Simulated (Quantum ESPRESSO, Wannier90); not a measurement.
# ZnSnP2 (P-4m2): Wannier90 run

Materials Project entry mp-1215429; symmetrised, unrelaxed at this level. Not found in the COD (Crystallography Open Database) copy used; not checked further. Method: PBEsol plane waves in Quantum ESPRESSO 7.5 (PseudoDojo norm-conserving files, 68 Ry, spinors with spin-orbit coupling), Bloch states on a 6×6×4 mesh through Γ, Wannier90 4.0.1. Density: 8×8×6 mesh, Gaussian smearing 0.01 Ry.

On the energy scale of pw.x, whose zero is arbitrary, the valence-band maximum lies at 8.00 eV.

Input w.win:

```
num_bands = 26
num_wann = 26
exclude_bands = 1-18,45-84
spinors = true
num_iter = 1000
conv_tol = 1.0e-6
conv_window = 4
write_hr = true
write_u_matrices = true
auto_projections = true
begin unit_cell_cart
ang
    4.0039000000    0.0000000000    0.0000000000
    0.0000000000    4.0039000000    0.0000000000
    0.0000000000    0.0000000000    5.6231800000
end unit_cell_cart
begin atoms_frac
Zn   0.0000000000  0.0000000000  0.0000000000
Sn   0.5000000000  0.5000000000  0.5000000000
P    0.0000000000  0.5000000000  0.2270600000
P    0.5000000000  0.0000000000 -0.2270600000
end atoms_frac
mp_grid = 6 6 4
begin kpoints
0.0000000000 0.0000000000 0.0000000000
0.0000000000 0.0000000000 0.2500000000
0.0000000000 0.0000000000 0.5000000000
... (141 more lines: the 6x6x4 mesh through Gamma)
end kpoints
```

Input of pw2wannier90.x that gives the overlap and projection files (equivalent; here they were cut from one run over all bands):

```
&inputpp
  outdir = './out'
  prefix = 'pwscf'
  seedname = 'w'
  write_amn = .true.
  write_mmn = .true.
  scdm_proj = .true.
  scdm_entanglement = 'isolated'
/
```

Output w.wout (banner and timings cut):

```
                                    ------
                                    SYSTEM
                                    ------

                              Lattice Vectors (Ang)
                    a_1     4.003900   0.000000   0.000000
                    a_2     0.000000   4.003900   0.000000
                    a_3     0.000000   0.000000   5.623180

                   Unit Cell Volume:      90.14641  (Ang^3)

                        Reciprocal-Space Vectors (Ang^-1)
                    b_1     1.569266   0.000000   0.000000
                    b_2     0.000000   1.569266   0.000000
                    b_3     0.000000   0.000000   1.117372

 *----------------------------------------------------------------------------*
 |   Site       Fractional Coordinate          Cartesian Coordinate (Ang)     |
 +----------------------------------------------------------------------------+
 | zn   1   0.00000   0.00000   0.00000   |    0.00000   0.00000   0.00000    |
 | sn   1   0.50000   0.50000   0.50000   |    2.00195   2.00195   2.81159    |
 | p    1   0.00000   0.50000   0.22706   |    0.00000   2.00195   1.27680    |
 | p    2   0.50000   0.00000  -0.22706   |    2.00195   0.00000  -1.27680    |
 *----------------------------------------------------------------------------*
                                ------------
                                K-POINT GRID
                                ------------

             Grid size =  6 x  6 x  4      Total points =  144

 *---------------------------------- MAIN ------------------------------------*
 |  Number of Wannier Functions               :                26             |
 |  Number of Objective Wannier Functions     :                26             |
 |  Number of input Bloch states              :                26             |
 |  Output verbosity (1=low, 5=high)          :                 1             |
 |  Timing Level (1=low, 5=high)              :                 1             |
 |  Optimisation (0=memory, 3=speed)          :                 3             |
 |  Length Unit                               :               Ang             |
 |  Post-processing setup (write *.nnkp)      :                 F             |
 |  Using Gamma-only branch of algorithms     :                 F             |
 *----------------------------------------------------------------------------*
 *------------------------------- WANNIERISE ---------------------------------*
 |  Total number of iterations                :              1000             |
 |  Number of CG steps before reset           :                 5             |
 |  Trial step length for line search         :             2.000             |
 |  Convergence tolerence                     :         0.100E-05             |
 |  Convergence window                        :                 4             |
 |  Iterations between writing output         :                 1             |
 |  Iterations between backing up to disk     :               100             |
 |  Write r^2_nm to file                      :                 F             |
 |  Write xyz WF centres to file              :                 F             |
 |  Write on-site energies <0n|H|0n> to file  :                 F             |
 |  Use guiding centre to control phases      :                 F             |
 |  Use phases for initial projections        :                 F             |
 *----------------------------------------------------------------------------*
 *-------------------------------- PLOTTING ----------------------------------*
 |  Plotting Hamiltonian in WF basis          :                 T             |
 *----------------------------------------------------------------------------*

       ... (k-mesh section left out)

 Starting a new Wannier90 calculation ...

 Reading overlaps from w.mmn

 Reading projections from w.amn

 *------------------------------- WANNIERISE ---------------------------------*
 +--------------------------------------------------------------------+<-- CONV
 | Iter  Delta Spread     RMS Gradient      Spread (Ang^2)            |<-- CONV
 +--------------------------------------------------------------------+<-- CONV

 ------------------------------------------------------------------------------
 Initial State
  WF centre and spread    1  (  0.003538, -0.005023, -0.000297 )     0.96113350
  WF centre and spread    2  ( -0.018743,  0.029888,  0.015977 )     3.13180542
  WF centre and spread    3  ( -0.092783,  0.105821,  0.000783 )     7.89475430
  WF centre and spread    4  (  0.070938,  0.043852, -0.028742 )     2.30240105
  WF centre and spread    5  (  0.071893,  0.084784, -0.008969 )     5.37644585
  WF centre and spread    6  (  1.241097,  0.042554, -0.731809 )     7.26360857
  WF centre and spread    7  ( -1.191178, -0.006494, -0.761557 )     6.40556564
  WF centre and spread    8  (  0.076743,  1.261374,  0.739059 )     7.62653295
  WF centre and spread    9  (  0.013121, -1.216231,  0.802407 )     3.49135016
  WF centre and spread   10  ( -1.897843, -1.313514, -2.132161 )     7.00106964
  WF centre and spread   11  ( -2.004513,  1.204518, -2.034611 )     7.57976658
  WF centre and spread   12  ( -1.303852, -1.886920,  2.161639 )     6.92651170
  WF centre and spread   13  (  1.187716, -2.003569,  2.007164 )     7.09520878
  WF centre and spread   14  ( -2.186766, -1.987028, -2.227889 )     8.75415271
  WF centre and spread   15  (  1.867090,  1.871167, -2.936928 )    11.89360428
  WF centre and spread   16  ( -2.022745, -2.190318,  2.285473 )     8.31778482
  WF centre and spread   17  ( -1.795982, -1.763560, -2.838438 )    10.20413671
  WF centre and spread   18  (  0.011763,  0.019303, -0.008543 )     6.38916121
  WF centre and spread   19  ( -0.004536, -0.009450,  0.011507 )     6.59870359
  WF centre and spread   20  ( -0.002429, -0.067306, -0.042277 )     5.76648592
  WF centre and spread   21  ( -1.710863,  1.976240,  2.463402 )    11.79101128
  WF centre and spread   22  ( -0.041175, -0.030721, -0.000833 )     5.39765749
  WF centre and spread   23  (  1.884162, -1.794472, -2.485094 )    12.55464380
  WF centre and spread   24  (  0.082706, -0.058105, -0.022352 )     7.23165469
  WF centre and spread   25  (  0.391083,  0.275893, -0.092984 )    13.87711665
  WF centre and spread   26  ( -0.099901,  0.124871,  0.023333 )    10.16822498
  Sum of centres and spreads ( -7.471458, -7.292444, -5.842741 )   192.00049227

      0     0.192E+03     0.0000000000      192.0004922363  <-- CONV
        O_D=      5.5940708 O_OD=    151.2947055 O_TOT=    192.0004922 <-- SPRD
 ------------------------------------------------------------------------------
      1    -0.284E+02     6.1729513609      163.5934264738  <-- CONV
        O_D=      8.0426817 O_OD=    120.4390288 O_TOT=    163.5934265 <-- SPRD
      2    -0.102E+02     7.7624122620      153.3571362452  <-- CONV
        O_D=      5.9172212 O_OD=    112.3281991 O_TOT=    153.3571362 <-- SPRD
      3    -0.160E+02     6.8066089573      137.3108868464  <-- CONV
        O_D=      5.6417480 O_OD=     96.5574229 O_TOT=    137.3108868 <-- SPRD
      4    -0.898E+01     5.5745151273      128.3293077654  <-- CONV
        O_D=      4.9161179 O_OD=     88.3014739 O_TOT=    128.3293078 <-- SPRD
      5    -0.728E+01     5.0507182327      121.0474925865  <-- CONV
        O_D=      4.9757853 O_OD=     80.9599913 O_TOT=    121.0474926 <-- SPRD
       ... (lines left out)
    100    -0.244E-02     0.0543724031       38.2191843585  <-- CONV
        O_D=      0.0185583 O_OD=      3.0889101 O_TOT=     38.2191844 <-- SPRD
       ... (lines left out)
    140    -0.748E-06     0.0012355308       38.2098022432  <-- CONV
        O_D=      0.0180699 O_OD=      3.0800164 O_TOT=     38.2098022 <-- SPRD
    141    -0.829E-06     0.0009942744       38.2098014145  <-- CONV
        O_D=      0.0180701 O_OD=      3.0800153 O_TOT=     38.2098014 <-- SPRD
    142    -0.845E-06     0.0010292068       38.2098005691  <-- CONV
        O_D=      0.0180704 O_OD=      3.0800143 O_TOT=     38.2098006 <-- SPRD
             <<<     Delta < 1.000E-06  over  4 iterations     >>>
             <<< Wannierisation convergence criteria satisfied >>>
 Final State
  WF centre and spread    1  ( -0.001255, -0.016339, -0.009036 )     0.45443408
  WF centre and spread    2  ( -0.010654,  0.010972,  0.007665 )     0.44942118
  WF centre and spread    3  ( -0.009103, -0.000024,  0.003567 )     0.42402525
  WF centre and spread    4  (  0.011341,  0.001745,  0.004016 )     0.43487406
  WF centre and spread    5  (  0.012887,  0.007820,  0.000166 )     0.44846358
  WF centre and spread    6  (  1.343519, -0.000005, -0.912520 )     2.06211293
  WF centre and spread    7  ( -1.343506,  0.000004, -0.912541 )     2.06210474
  WF centre and spread    8  (  0.000037,  1.343510,  0.912546 )     2.06226013
  WF centre and spread    9  ( -0.000000, -1.343507,  0.912530 )     2.06202448
  WF centre and spread   10  ( -2.001950, -0.826270, -1.954672 )     2.16308603
  WF centre and spread   11  ( -2.001952,  0.826270, -1.954669 )     2.16307722
  WF centre and spread   12  ( -0.826270, -2.001949,  1.954671 )     2.16308379
  WF centre and spread   13  (  0.826269, -2.001947,  1.954671 )     2.16308881
  WF centre and spread   14  ( -2.660344,  0.000041, -0.912449 )     2.06220773
  WF centre and spread   15  (  0.000118,  2.660226, -4.710952 )     2.06196685
  WF centre and spread   16  ( -3.177649, -2.001927,  1.954692 )     2.16311358
  WF centre and spread   17  ( -2.002016, -0.826279, -1.954664 )     2.16304989
  WF centre and spread   18  ( -1.343481,  0.000008, -0.912601 )     2.06235829
  WF centre and spread   19  ( -0.001952,  0.000938, -0.002431 )     0.43869104
  WF centre and spread   20  (  0.001891,  0.003992,  0.009979 )     0.42800417
  WF centre and spread   21  ( -0.826298,  2.002181,  1.954648 )     2.16299081
  WF centre and spread   22  (  0.013660, -0.000966, -0.004924 )     0.43299289
  WF centre and spread   23  (  2.001947, -3.177636, -1.954676 )     2.16308973
  WF centre and spread   24  ( -0.012029, -0.004095, -0.005366 )     0.44138463
  WF centre and spread   25  ( -0.004805, -0.004126, -0.003639 )     0.45546316
  WF centre and spread   26  ( -0.000098,  1.343383,  0.912804 )     2.06243155
  Sum of centres and spreads (-12.011694, -4.003979, -5.623188 )    38.20980060

         Spreads (Ang^2)       Omega I      =    35.111715947
        ================       Omega D      =     0.018070367
                               Omega OD     =     3.080014255
    Final Spread (Ang^2)       Omega Total  =    38.209800569
```
